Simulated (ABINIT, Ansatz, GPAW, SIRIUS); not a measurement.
# Ta3N: programs and potentials compared

```
Ta N
1.0
     3.03222    0.00000    0.00000
    -1.51611    2.62598    0.00000
     0.00000    0.00000    7.52414
Ta N
3 1
Direct
  0.66667 0.33333 0.82607
  0.33333 0.66667 0.17393
  0.00000 0.00000 0.50000
  0.00000 0.00000 0.00000
```

The cell comes from a database or a generator and needn't be the stable form of this composition.

Alike in all runs: task single point; functional PBEsol; k mesh 10 × 10 × 4; occupations fermi-dirac, width 0.05 eV; no spin polarisation; no spin-orbit coupling. Pressure is positive in compression and, in plane waves, holds the error of the finite cutoff, which Ansatz's Pulay term estimates and takes out.

```
                                        program and potentials  plane-wave cutoff (eV)                                                                                   notes  pressure (GPa)  largest force (eV/Å)
                                            Ansatz, Ansatz PAW                     420  potentials made for PBE, which Ansatz adapts in part; Pulay term of +0.21 GPa included           -8.10                 0.394
             GPAW, PAW data sets generated for this functional                     800                                                                                       -           -7.99                 0.363
               ABINIT, PseudoDojo NC SR PBEsol v0.4.1 standard                    1143                                                                                       -           -8.10                 0.396
SIRIUS, PseudoDojo 0.4.1 PBEsol standard (scalar relativistic)                    1152                                                                                       -           -8.10                 0.396
                Ansatz, all-electron LAPW, scalar-relativistic                       -                                                                                       -           -8.04                 0.395
```

Force on atom 2 (Ta), eV/Å:

```
                                        program and potentials      x      y       z
                                            Ansatz, Ansatz PAW  0.000  0.000  -0.394
             GPAW, PAW data sets generated for this functional  0.000  0.000  -0.363
               ABINIT, PseudoDojo NC SR PBEsol v0.4.1 standard  0.000  0.000  -0.396
SIRIUS, PseudoDojo 0.4.1 PBEsol standard (scalar relativistic)  0.000  0.000  -0.396
                Ansatz, all-electron LAPW, scalar-relativistic  0.000  0.000  -0.395
```

The pressure spans -8.10 (SIRIUS, PseudoDojo 0.4.1 PBEsol standard (scalar relativistic)) to -7.99 GPa (GPAW, PAW data sets generated for this functional), with all-electron results at -8.04.

The functional is the same throughout but for its coding, so the spread measures potentials, basis and numerics; runs on potential files found faulty are left out.
